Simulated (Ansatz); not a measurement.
**Cd (hcp type) under strong compression**

```xyz
2
Lattice="3.2038 0.0000 0.0000 -1.6019 2.7746 0.0000 0.0000 0.0000 5.0960" Properties=species:S:1:pos:R:3 pbc="T T T"
Cd    0.0000    1.8497    1.2740
Cd    1.6019    0.9249    3.8220
```

The base cell comes from a relaxation on PAW files under the same functional.

Its volume is scaled, and at each volume shape and atoms are relaxed on PAW files; all methods then take that cell.

All numbers are PBE results (scalar-relativistic) from Ansatz 0.2.0, with a Γ-centred 15×15×8 k mesh, Fermi–Dirac smearing of 0.08 eV, no spin polarisation. Methods: LAPW: all electrons, basis error target 1 meV/atom; PAW: frozen-core files, cutoff 420 eV; crystal datasets: all electrons, by PAW datasets that the program makes for each cell; norm-conserving: pseudopotentials, cutoff 1071 eV; PAW (cutoff 600 eV): frozen-core files, cutoff 600 eV.

Energies are extrapolated to zero smearing and count from the unscaled cell; pressure is positive in compression; gaps take the mesh and a band path. No temperature or zero-point motion is included.

The structure type is held throughout; the real material can change phase at far lower pressure.

| V/V0 | V (Å³/atom) | P LAPW (GPa) | ΔE LAPW (eV/atom) | P PAW − LAPW (GPa) | ΔE PAW − LAPW (meV/atom) | space group | shortest distance (Å) |
| --- | --- | --- | --- | --- | --- | --- | --- |
| 1.00 | 22.65 | 0.01 | 0.000 | -0.01 | 0.0 | P6_3/mmc | 3.149 |
| 0.95 | 21.52 | 2.45 | 0.008 | -0.01 | 0.0 | P6_3/mmc | 3.098 |
| 0.85 | 19.25 | 10.82 | 0.095 | 0.01 | 0.0 | P6_3/mmc | 2.995 |
| 0.75 | 16.99 | ? | 0.352 | 0.04 | 0.4 | P6_3/mmc | 2.881 |
| 0.65 | 14.72 | 63.4 | 0.964 | 0.06 | 1.1 | P6_3/mmc | 2.750 |
| 0.55 | 12.46 | 141.3 | 2.337 | 0.03 | 1.8 | P6_3/mmc | 2.600 |
| 0.45 | 10.19 | 327.5 | 5.452 | -0.04 | 1.8 | P6_3/mmc | 2.428 |
| 0.40 | 9.06 | 515.1 | 8.371 | -0.15 | 1.3 | P6_3/mmc | 2.328 |

Question: Fill in "P LAPW (GPa)" for the row "0.75".

Answer: 27.8.

Question: Fit the Vinet equation to the LAPW pressures over the whole range, with residuals weighted by 1/(|P| + 0.03·Pmax).

Answer: V0 = 22.70 Å³/atom, B0 = 38.1 GPa and B0′ = 6.61, and the fit misses no point by more than 2.9 GPa. A fit over so wide a range pins B0 less well than one near rest.

Question: From the table, what is the rise of the enthalpy H = E + pV up to the last row, and how stiff is the crystal between the last two rows?

Answer: ΔH = 8.371 eV + (515.1 GPa × 9.06 Å³ − 0.01 GPa × 22.65 Å³) × 0.006242 eV/(GPa·Å³) = 37.50 eV/atom, of which pV makes 78 %. The mean bulk modulus there is −ΔP/Δln V = 1590 GPa.

Question: At the smallest volume, how far do crystal datasets and norm-conserving and PAW (cutoff 600 eV) lie from LAPW in pressure?

Answer: crystal datasets: 0.00 GPa; norm-conserving: +0.65 GPa; PAW (cutoff 600 eV): -0.32 GPa, on a LAPW pressure of 515.1 GPa.
